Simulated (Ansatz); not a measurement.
CaS:
```
CELL_PARAMETERS angstrom
      0.00000     2.78200     2.78200
      2.78200     0.00000     2.78200
      2.78200     2.78200     0.00000
ATOMIC_POSITIONS crystal
  Ca 0.00000 0.00000 0.00000
  S  0.50000 0.50000 0.50000
```

Cartesian axes are those of the cell as given.

Task: Give the high-frequency dielectric tensor and the Born effective charge tensors of the independent atoms from DFPT, plane-wave PAW LDA (Ansatz code).

Result: 
ε∞:
```
5.40  0.00  0.00
0.00  5.40  0.00
0.00  0.00  5.40
```
Z* of atom 1 (Ca), rows: field, columns: displacement, in e:
```
2.35  0.00  0.00
0.00  2.35  0.00
0.00  0.00  2.35
```
Z* of atom 2 (S), rows: field, columns: displacement, in e:
```
-2.35   0.00   0.00
 0.00  -2.35   0.00
 0.00   0.00  -2.35
```

Space group Fm-3m (rock salt). Symmetry was held in the LDA relaxation.

Potentials: the later of the program's two PAW sets.
